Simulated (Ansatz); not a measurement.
Problem. In (body-centred tetragonal, space group No. 139) is relaxed with PBE (plane waves, PAW; program Ansatz). What lattice parameters of the conventional cell result?

Solution. a = 3.266 Å, c = 5.149 Å.

Space group I4/mmm (body-centred tetragonal). The cell keeps a stress of up to 0.2 GPa. The PBE relaxation kept the symmetry of its start. Axis ratios of metals converge slowly with the k-mesh, so a and c are less sure than the volume.

Potentials: the later of the program's two PAW sets.
